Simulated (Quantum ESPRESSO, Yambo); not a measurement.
# Quasiparticle gap of TiO2

```cif
data_O16Ti8
_chemical_formula_sum 'O16 Ti8'
_space_group_name_H-M_alt 'I4/m'
_space_group_IT_number 87
_space_group_name_Hall '-I 4'
_cell_length_a 8.70152
_cell_length_b 8.70152
_cell_length_c 3.77511
_cell_angle_alpha 90.000
_cell_angle_beta 90.000
_cell_angle_gamma 90.000
loop_
_atom_site_label
_atom_site_type_symbol
_atom_site_symmetry_multiplicity
_atom_site_Wyckoff_symbol
_atom_site_fract_x
_atom_site_fract_y
_atom_site_fract_z
_atom_site_occupancy
O1 O 8 h 0.15078 0.49886 0.00000 1
O2 O 8 h 0.16166 0.15960 0.00000 1
Ti1 Ti 8 h 0.00286 0.29228 0.00000 1
```
(The calculation used a cell of 12 atoms; values per cell refer to that cell.)

The geometry is that of Materials Project entry mp-1101022, symmetrised and not relaxed again.

Starting point: PBEsol (Quantum ESPRESSO, PseudoDojo norm-conserving, 84 Ry, scalar-relativistic). G0W0 in Yambo: 4×4×4 Γ-centred k mesh, bands 5 to 177 and a 6 Ry block in the screening, 177 bands in G with the Bruneval-Gonze terminator, plasmon pole fitted at 27.2 eV.

```json
{
  "PBEsol gap along the band path": "1.59 eV",
  "PBEsol gap between the mesh's edge points (M → Γ)": "1.59 eV",
  "G0W0 gap between the same points": "3.19 eV",
  "PBEsol smallest direct gap on the mesh (at Γ)": "2.29 eV",
  "G0W0 direct gap at that point": "3.99 eV"
}
```

```csv
k point,band,E PBEsol (eV),E QP (eV),shift (eV),Z
Γ,VB,-0.70,-1.02,-0.32,0.76
Γ,CB,1.59,2.97,1.38,0.79
X,VB,-0.67,-0.97,-0.30,0.76
X,CB,2.27,3.65,1.38,0.78
N,VB,-0.36,-0.62,-0.25,0.76
N,CB,2.84,4.33,1.49,0.78
P,VB,-0.20,-0.44,-0.24,0.76
P,CB,2.60,4.11,1.50,0.78
M,VB,0.00,-0.22,-0.22,0.76
M,CB,2.87,4.38,1.51,0.77
```

Energies count from the PBEsol valence-band maximum.

Nearest settings tried, and what they do to the gap: 86 bands in W, 86 bands in G: +119 meV. Not varied: block, mesh. So the settings aren't converged at that level.

This is not the ordinary phase of the substance; no match was found in the copy of COD used, and its stability was not checked.
